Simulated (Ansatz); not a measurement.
Relaxed-ion elastic tensor of FeNi3 (Cu3Au type, Pm-3m) in GPa (Voigt order), plane-wave PAW r²SCAN (Ansatz code); density 8.87 g/cm³, 10.85 Å³ per atom.

```
298  167  167  0.0  0.0  0.0
167  298  167  0.0  0.0  0.0
167  167  298  0.0  0.0  0.0
0.0  0.0  0.0  147  0.0  0.0
0.0  0.0  0.0  0.0  147  0.0
0.0  0.0  0.0  0.0  0.0  147
```

**Question.** Is the crystal mechanically stable?

**Answer.** Yes: the smallest eigenvalue of C is 132 GPa.

**Question.** Work out the Voigt, Reuss and Hill averages.

**Answer.** K_V = 211, K_R = 211, K_H = 211; G_V = 114, G_R = 98.4, G_H = 106 GPa.

**Question.** Give Young's modulus, Poisson's ratio, Pugh's ratio and the universal anisotropy index.

**Answer.** E = 9KG/(3K + G) = 273 GPa; ν = 0.28; K/G = 1.98 (ductile by the Pugh limit of 1.75); A_U = 5G_V/G_R + K_V/K_R − 6 = 0.81.

**Question.** Estimate the sound speeds and the Debye temperature.

**Answer.** v_l = √((K + 4G/3)/ρ) = 6300 m/s, v_t = √(G/ρ) = 3460 m/s, mean 3860 m/s; Θ = (h/k)(3n/4πV)^(1/3) v_m = 519 K.

**Question.** Give the Zener ratio and Young's modulus along [100], [110] and [111].

**Answer.** A = 2C44/(C11 − C12) = 2.22; 1/E = S11 − 2(S11 − S12 − S44/2)Γ with Γ = 0, 1/4, 1/3 gives 179, 286, 357 GPa.

Symmetry was held in the r²SCAN relaxation. Spin order of the final state: ferromagnetic, chosen from 5 collinear starts compared on coarse meshes (ties went to the first, and starts can fall back to one state), not a proven ground state. Textbook magnetic order: ferromagnetic. Other orbital occupations within this spin state were not tried. As this level gives no gap, shear constants depend on the k-mesh and smearing (Fermi–Dirac, 0.1 eV here).

Potentials: the later of the program's two PAW sets.
